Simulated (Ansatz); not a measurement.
Relaxed SiC (zinc blende):

```
SiC
1.0
    0.00000     4.37975     4.37975
    2.18988     0.00000     2.18988
    2.18988     2.18988     0.00000
C Si
2 2
Cartesian
  3.28482   3.28482   3.28482
  3.28482   5.47469   5.47469
  0.00000   0.00000   0.00000
  0.00000   2.18988   2.18988
```

In this cell atom 3 (Si, nearest neighbour C at 1.896 Å; its periodic images, 3.1 Å or more away, move with it) is moved by u·(1.000, 0.000, 0.000) + v·(0.000, 1.000, 0.000); the rest is frozen.

These are PBE (plane waves to 420 eV, PAW, scalar-relativistic; Ansatz, a first-principles code) values and carry that method's errors. k mesh 5×10×10 (Γ-centred), Fermi-Dirac smearing 0.05 eV. Points where atoms come too close for the PAW data are left out (x in tables, blank in figures). As the smearing reaches across the gap at some points, energies and forces of such displacements shift with the k mesh and the smearing. Fu and Fv are the components of the force on the atom. SiC was relaxed with its symmetry unable to fall. 

```tsv
Fu (eV/Å)	u = -0.630	u = -0.420	u = -0.210	u = 0.000	u = 0.210	u = 0.420	u = 0.630
v = -0.630	x	x	?	-1.58	-9.54	x	x
v = -0.420	x	10.05	4.99	-1.13	-7.20	-11.93	x
v = -0.210	9.89	8.20	?	-0.58	-5.37	-8.90	-9.87
v = 0.000	9.59	8.11	?	0.00	-4.38	-7.56	-8.56
v = 0.210	11.51	9.71	5.79	0.67	-4.23	-7.84	-9.15
v = 0.420	x	13.25	7.85	1.45	-4.86	-9.72	x
v = 0.630	x	x	10.76	2.22	?	x	x
```

Question: Fill in the missing entries.

Answer: 
- v = -0.630, u = -0.210: 6.35
- v = -0.210, u = -0.210: 4.31
- v = 0.000, u = -0.210: 4.55
- v = 0.630, u = 0.210: -6.12

(For displaced atoms, the force is minus the slope of the energy, and its curvature is a force constant, which sets phonon frequencies.)
